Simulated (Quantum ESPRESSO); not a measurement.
## GaHf3O7F (one run as intended and one with a planted mistake)

Simulated, not a measurement. The program is pw.x of Quantum ESPRESSO 7.5 (plane-wave density functional theory). The cell is made up: 12 atoms on a rutile lattice, with randomly drawn elements, strain and displacements, not relaxed. PseudoDojo standard norm-conserving files (v0.5 for PBE, v0.4.1 for LDA and PBEsol) set the functional; there is no spin polarisation, spin-orbit coupling or dispersion term, and the masses in the input are unused placeholders.

The hafnium pseudopotential is less sure than the others, with forces about 3 percent (worst 6) and pressure in oxides about 1.5 GPa (worst 2.7) from a second method in checks, which no rerun with the same files tests.

Intended input:

```
&control calculation='scf', pseudo_dir='./dojo.nc.sr.pbe.v0_5.standard.upf', outdir='./o', disk_io='low', tprnfor=.true., tstress=.true. /
&system ibrav=0, nat=12, ntyp=4, nbnd=55, ecutwfc=84.00895049, nosym=.true., tot_charge=0,
 occupations='smearing', smearing='fd', degauss=0.0018374661
/
&electrons conv_thr=7.350e-09, electron_maxstep=60, /
ATOMIC_SPECIES
F 1.0 F.upf
Ga 1.0 Ga.upf
Hf 1.0 Hf.upf
O 1.0 O.upf
CELL_PARAMETERS angstrom
4.8341 -0.0681 -0.0067
-0.0681 4.8137 0.0345
-0.0088 0.0456 6.3074
ATOMIC_POSITIONS angstrom
Ga 0.0117 -0.0858 0.0185
Hf 2.4312 2.3341 1.5292
Hf -0.0511 0.1435 3.18
Hf 2.3902 2.4418 4.7289
O 1.4608 1.4456 0.079
O 3.2507 3.259 -0.0236
O 3.8926 0.9308 1.5828
O 1.0342 3.8767 1.696
O 1.5461 1.4513 3.1511
O 3.3592 3.2936 3.1511
O 3.8818 0.9596 4.8368
F 0.9251 3.9678 4.6996
K_POINTS automatic
5 5 4 1 1 1
```

The log is shortened where brackets say so; the opening notice, blank lines, dates and the lines on written files are dropped, and the path of the files is cut. It prints rydbergs, bohrs and kilobars, and counts compression as positive stress. Where no state is partly filled, the Fermi energy that it prints is only some level between the filled and the empty states on the mesh, and need not lie in the true gap.

Log of the intended run:

```
     Program PWSCF v.7.5
     Parallel version (MPI & OpenMP), running on       4 processor cores
     Number of MPI processes:                 4
     Threads/MPI process:                     1
     [start-up lines left out]
     bravais-lattice index     =            0
     lattice parameter (alat)  =       9.1360  a.u.
     unit-cell volume          =     990.2203 (a.u.)^3
     number of atoms/cell      =           12
     number of atomic types    =            4
     number of electrons       =        98.00
     number of Kohn-Sham states=           55
     kinetic-energy cutoff     =      84.0090  Ry
     charge density cutoff     =     336.0358  Ry
     scf convergence threshold =      7.3E-09
     mixing beta               =       0.7000
     number of iterations used =            8  plain     mixing
     Exchange-correlation= PBE
                           (   1   4   3   4   0   0   0)
     [axes and pseudopotential details left out]
   Cartesian axes
     site n.     atom                  positions (alat units)
         1        Ga     tau(   1) = (   0.0024201  -0.0177471   0.0038266  )
         2        Hf     tau(   2) = (   0.5028767   0.4827923   0.3163043  )
         3        Hf     tau(   3) = (  -0.0105697   0.0296820   0.6577608  )
         4        Hf     tau(   4) = (   0.4943962   0.5050693   0.9781399  )
         5        O      tau(   5) = (   0.3021563   0.2990123   0.0163406  )
         6        O      tau(   6) = (   0.6723846   0.6741014  -0.0048815  )
         7        O      tau(   7) = (   0.8051571   0.1925295   0.3273911  )
         8        O      tau(   8) = (   0.2139170   0.8018683   0.3508058  )
         9        O      tau(   9) = (   0.3198000   0.3001913   0.6517830  )
        10        O      tau(  10) = (   0.6948271   0.6812582   0.6517830  )
        11        O      tau(  11) = (   0.8029232   0.1984866   1.0004583  )
        12        F      tau(  12) = (   0.1913505   0.8207117   0.9720794  )
     number of k points=    50  Fermi-Dirac smearing, width (Ry)=  0.0018
                       cart. coord. in units 2pi/alat
        k(    1) = (   0.1015675   0.1011883   0.0952219), wk =   0.0400000
        k(    2) = (   0.1018138   0.0998183   0.2868557), wk =   0.0400000
     [further k points left out]
     Dense  grid:   103023 G-vectors     FFT dimensions: (  54,  54,  72)
     Estimated max dynamical RAM per process >     318.89 MB
     Estimated total dynamical RAM >       1.17 GB
     Initial potential from superposition of free atoms
     starting charge      97.9917, renormalised to      98.0000
     Starting wfcs are   71 randomized atomic wfcs
     total cpu time spent up to now is       10.6 secs
     per-process dynamical memory:   251.6 Mb
     Self-consistent Calculation
     iteration #  1     ecut=    84.01 Ry     beta= 0.70
     Davidson diagonalization with overlap
     ethr =  1.00E-02,  avg # of iterations =  2.0
     total cpu time spent up to now is       27.2 secs
     total energy              =    -771.61349877 Ry
     estimated scf accuracy    <       4.06335675 Ry
     iteration #  2     ecut=    84.01 Ry     beta= 0.70
     Davidson diagonalization with overlap
     ethr =  4.15E-03,  avg # of iterations =  3.9
     total cpu time spent up to now is       47.2 secs
     total energy              =    -771.98115891 Ry
     estimated scf accuracy    <       7.64360510 Ry
     [iterations 3 to 12 left out]
     iteration # 13     ecut=    84.01 Ry     beta= 0.70
     Davidson diagonalization with overlap
     ethr =  2.71E-10,  avg # of iterations =  2.0
     total cpu time spent up to now is      260.2 secs
     total energy              =    -773.61241121 Ry
     estimated scf accuracy    <       0.00000001 Ry
     iteration # 14     ecut=    84.01 Ry     beta= 0.70
     Davidson diagonalization with overlap
     ethr =  1.10E-11,  avg # of iterations =  5.0
     total cpu time spent up to now is      287.0 secs
     End of self-consistent calculation
     [lines on levels left out]
     the Fermi energy is    10.8894 ev
!    total energy              =    -773.61241122 Ry
     estimated scf accuracy    <          7.2E-09 Ry
     smearing contrib. (-TS)   =      -0.00000000 Ry
     internal energy E=F+TS    =    -773.61241122 Ry
     The total energy is F=E-TS. E is the sum of the following terms:
     one-electron contribution =    -222.89564855 Ry
     hartree contribution      =     170.41506476 Ry
     xc contribution           =    -197.68975915 Ry
     ewald contribution        =    -523.44206827 Ry
     convergence has been achieved in  14 iterations
     Forces acting on atoms (cartesian axes, Ry/au):
     atom    1 type  2   force =    -0.02587310    0.06261038    0.09969637
     atom    2 type  3   force =    -0.02307072    0.01953685    0.03573165
     atom    3 type  3   force =    -0.04008551    0.02748317   -0.12483855
     atom    4 type  3   force =     0.04589233   -0.09085626    0.00292326
     atom    5 type  4   force =    -0.05293956   -0.04624800   -0.08058087
     atom    6 type  4   force =     0.09572493    0.09100600   -0.02338619
     atom    7 type  4   force =     0.04412930   -0.04686715    0.00087242
     atom    8 type  4   force =    -0.06635865    0.03408453   -0.02552153
     atom    9 type  4   force =    -0.04260687   -0.02477122    0.04445625
     atom   10 type  4   force =     0.02734616    0.02952769    0.04294649
     atom   11 type  4   force =     0.02771822   -0.03401009   -0.01053232
     atom   12 type  1   force =     0.01012347   -0.02149589    0.03823301
     Total force =     0.311056     Total SCF correction =     0.000176
     Computing stress (Cartesian axis) and pressure
          total   stress  (Ry/bohr**3)                   (kbar)     P=       50.74
   0.00019466   0.00008664   0.00007251           28.64       12.75       10.67
   0.00008664   0.00023217  -0.00002716           12.75       34.15       -4.00
   0.00007251  -0.00002716   0.00060787           10.67       -4.00       89.42
     init_run     :      9.70s CPU     10.33s WALL (       1 calls)
     electrons    :    273.59s CPU    276.40s WALL (       1 calls)
     forces       :      4.06s CPU      4.15s WALL (       1 calls)
     stress       :     13.09s CPU     13.60s WALL (       1 calls)
     [timing details left out]
     PWSCF        :   5m 0.93s CPU   5m 5.13s WALL
     JOB DONE.
```

A second run has one planted mistake: the self-consistency threshold is too loose. The input lines that differ, file-writing options aside:

```
- &electrons conv_thr=7.350e-09, electron_maxstep=60, /
+ &electrons conv_thr=5.145e-03, electron_maxstep=60, /
```

Its log:

```
     Program PWSCF v.7.5
     Parallel version (MPI & OpenMP), running on       4 processor cores
     Number of MPI processes:                 4
     Threads/MPI process:                     1
     [start-up lines left out]
     bravais-lattice index     =            0
     lattice parameter (alat)  =       9.1360  a.u.
     unit-cell volume          =     990.2203 (a.u.)^3
     number of atoms/cell      =           12
     number of atomic types    =            4
     number of electrons       =        98.00
     number of Kohn-Sham states=           55
     kinetic-energy cutoff     =      84.0090  Ry
     charge density cutoff     =     336.0358  Ry
     scf convergence threshold =      5.1E-03
     mixing beta               =       0.7000
     number of iterations used =            8  plain     mixing
     Exchange-correlation= PBE
                           (   1   4   3   4   0   0   0)
     [axes and pseudopotential details left out]
   Cartesian axes
     site n.     atom                  positions (alat units)
         1        Ga     tau(   1) = (   0.0024201  -0.0177471   0.0038266  )
         2        Hf     tau(   2) = (   0.5028767   0.4827923   0.3163043  )
         3        Hf     tau(   3) = (  -0.0105697   0.0296820   0.6577608  )
         4        Hf     tau(   4) = (   0.4943962   0.5050693   0.9781399  )
         5        O      tau(   5) = (   0.3021563   0.2990123   0.0163406  )
         6        O      tau(   6) = (   0.6723846   0.6741014  -0.0048815  )
         7        O      tau(   7) = (   0.8051571   0.1925295   0.3273911  )
         8        O      tau(   8) = (   0.2139170   0.8018683   0.3508058  )
         9        O      tau(   9) = (   0.3198000   0.3001913   0.6517830  )
        10        O      tau(  10) = (   0.6948271   0.6812582   0.6517830  )
        11        O      tau(  11) = (   0.8029232   0.1984866   1.0004583  )
        12        F      tau(  12) = (   0.1913505   0.8207117   0.9720794  )
     number of k points=    50  Fermi-Dirac smearing, width (Ry)=  0.0018
                       cart. coord. in units 2pi/alat
        k(    1) = (   0.1015675   0.1011883   0.0952219), wk =   0.0400000
        k(    2) = (   0.1018138   0.0998183   0.2868557), wk =   0.0400000
     [further k points left out]
     Dense  grid:   103023 G-vectors     FFT dimensions: (  54,  54,  72)
     Estimated max dynamical RAM per process >     318.89 MB
     Estimated total dynamical RAM >       1.17 GB
     Initial potential from superposition of free atoms
     starting charge      97.9917, renormalised to      98.0000
     Starting wfcs are   71 randomized atomic wfcs
     total cpu time spent up to now is       11.3 secs
     per-process dynamical memory:   251.6 Mb
     Self-consistent Calculation
     iteration #  1     ecut=    84.01 Ry     beta= 0.70
     Davidson diagonalization with overlap
     ethr =  1.00E-02,  avg # of iterations =  2.0
     total cpu time spent up to now is       33.1 secs
     total energy              =    -771.61349877 Ry
     estimated scf accuracy    <       4.06335675 Ry
     iteration #  2     ecut=    84.01 Ry     beta= 0.70
     Davidson diagonalization with overlap
     ethr =  4.15E-03,  avg # of iterations =  3.9
     total cpu time spent up to now is       62.1 secs
     total energy              =    -771.98115891 Ry
     estimated scf accuracy    <       7.64360510 Ry
     [iterations 3 to 5 left out]
     iteration #  6     ecut=    84.01 Ry     beta= 0.70
     Davidson diagonalization with overlap
     ethr =  1.15E-05,  avg # of iterations =  9.7
     total cpu time spent up to now is      167.3 secs
     total energy              =    -773.61229152 Ry
     estimated scf accuracy    <       0.00542139 Ry
     iteration #  7     ecut=    84.01 Ry     beta= 0.70
     Davidson diagonalization with overlap
     ethr =  5.53E-06,  avg # of iterations =  2.8
     total cpu time spent up to now is      188.4 secs
     End of self-consistent calculation
     [lines on levels left out]
     the Fermi energy is    10.8503 ev
!    total energy              =    -773.61124786 Ry
     estimated scf accuracy    <       0.00174123 Ry
     smearing contrib. (-TS)   =       0.00000000 Ry
     internal energy E=F+TS    =    -773.61124786 Ry
     The total energy is F=E-TS. E is the sum of the following terms:
     one-electron contribution =    -222.79859159 Ry
     hartree contribution      =     170.26539234 Ry
     xc contribution           =    -197.63598034 Ry
     ewald contribution        =    -523.44206827 Ry
     convergence has been achieved in   7 iterations
     Forces acting on atoms (cartesian axes, Ry/au):
     atom    1 type  2   force =    -0.02739186    0.06480080    0.10168655
     atom    2 type  3   force =    -0.02276687    0.01896487    0.03390279
     atom    3 type  3   force =    -0.04166308    0.02883466   -0.12759965
     atom    4 type  3   force =     0.04706168   -0.09221345    0.00459606
     atom    5 type  4   force =    -0.05156798   -0.04506413   -0.08205646
     atom    6 type  4   force =     0.09487583    0.08970436   -0.02562974
     atom    7 type  4   force =     0.04442081   -0.04696341    0.00357956
     atom    8 type  4   force =    -0.06609819    0.03373034   -0.02356033
     atom    9 type  4   force =    -0.04375778   -0.02538503    0.04672879
     atom   10 type  4   force =     0.02793783    0.03027517    0.04526909
     atom   11 type  4   force =     0.02793776   -0.03420647   -0.01272027
     atom   12 type  1   force =     0.01101185   -0.02247770    0.03580360
     Total force =     0.314320     Total SCF correction =     0.104985
     SCF correction compared to forces is large: reduce conv_thr to get better values
     Computing stress (Cartesian axis) and pressure
          total   stress  (Ry/bohr**3)                   (kbar)     P=       41.64
   0.00013629   0.00007469   0.00007109           20.05       10.99       10.46
   0.00007469   0.00017661  -0.00002248           10.99       25.98       -3.31
   0.00007109  -0.00002248   0.00053623           10.46       -3.31       78.88
     init_run     :     10.28s CPU     10.98s WALL (       1 calls)
     electrons    :    173.95s CPU    177.24s WALL (       1 calls)
     forces       :      6.30s CPU      6.37s WALL (       1 calls)
     stress       :     20.76s CPU     21.45s WALL (       1 calls)
     [timing details left out]
     PWSCF        :   3m31.73s CPU   3m36.76s WALL
     JOB DONE.
```

|  | intended run | run with the mistake |
| --- | --- | --- |
| free energy (eV) | -10525.533 | -10525.517 |
| smearing term -TS (eV) | 0.0000 | 0.0000 |
| pressure (GPa) | 5.07 | 4.16 |
| largest force component (eV/Å) | 3.210 | 3.281 |
| largest change of a force component (eV/Å) |  | 0.071 |
| iterations | 14 | 7 |

For scale, a rerun of the intended cell at a cutoff of 1437 eV and k mesh 7 x 7 x 6 moved values by no more than 0.004 eV in energy, 0.03 GPa in stress and 0.003 eV/Å in force.